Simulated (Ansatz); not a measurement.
# Clamped-ion strain scan in Ti

Method: DFT PBEsol, scalar-relativistic, plane waves, PAW in Ansatz 0.2.0. Settings: plane waves to 420 eV, k-mesh 20×20×20 (Γ-centred), Gaussian smearing 0.15 eV. No spin polarisation. Energies are free energies at this smearing, counted from the undisturbed cell; pressure is positive in compression.

Zero of the scan (as given, not relaxed at this level; it stands at -0.3 GPa; this fcc form isn't the usual structure):

```
Ti
1.0
     0.00000    2.03000    2.03000
     2.03000    0.00000    2.03000
     2.03000    2.03000    0.00000
Ti
1
Direct
  0.00000 0.00000 0.00000
```

The cell is strained by ε times the Voigt pattern (0, 0, 0, 0, 0, 1) (xx, yy, zz, yz, xz, xy; engineering shear) with fractional coordinates fixed. The cell is metallic on the mesh throughout.

```csv
ε,ΔE (meV/atom)
-0.1000,30.4
-0.0500,7.8
0.0000,0.0
0.0125,0.5
0.0250,2.0
0.0375,4.4
0.0625,12.1
0.0750,17.4
0.0875,23.5
```

Q: Predict the stress summed along the pattern (GPa, tension positive) at each point.

A:
| ε | stress summed along the pattern (GPa, tension positive) |
| --- | --- |
| -0.1000 | -5.58 |
| -0.0500 | -2.97 |
| 0.0000 | 0.00 |
| 0.0125 | 0.75 |
| 0.0250 | 1.50 |
| 0.0375 | 2.24 |
| 0.0625 | 3.67 |
| 0.0750 | 4.35 |
| 0.0875 | 4.99 |